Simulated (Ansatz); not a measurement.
CaPd5, a database entry at a rescaled volume

```
Ca Pd
1.0
     2.57592    4.46162    0.00000
    -2.57592    4.46162    0.00000
     0.00000    0.00000    4.22797
Ca Pd
1 5
Direct
  0.00000 0.00000 0.00000
  0.50000 0.50000 0.50000
  0.50000 0.00000 0.50000
  0.00000 0.50000 0.50000
  0.33330 0.33340 0.00000
  0.66660 0.66670 0.00000
```

Level: PBEsol, no spin polarisation; 420 eV; 6×6×6 Γ-centred mesh; cold occupations (width 0.0443 eV); Ansatz 0.2.0, fixed geometry.

(1) Is there a gap?

(2) How is the charge shared?

(3) Is it stable against the elements?

(4) Is the cell too large or too small?

Origin: a database entry at a rescaled volume. Caveats: atoms or cell far from equilibrium.

## Answers

(1) It is a metal, with about 5 states/eV a cell as the mean within 0.25 eV of the Fermi level, mostly Pd d (83 %).

(2) Bader charges in e: Ca +1.39, Pd -0.31 to -0.26. In the mean Ca gives up most and Pd takes most.

(3) -0.28 eV an atom against the elements' usual phases (free molecules for gases, crystals otherwise, with no correction for O₂ or N₂), so it is bound against them; other compounds may still compete. Relaxing would lower it.

(4) The pressure is 13.3 GPa (compression positive), so with the atoms held at these fractions the cell would first expand. The principal stresses 11.5, 11.5, 17.0 GPa differ, so its shape would change too.
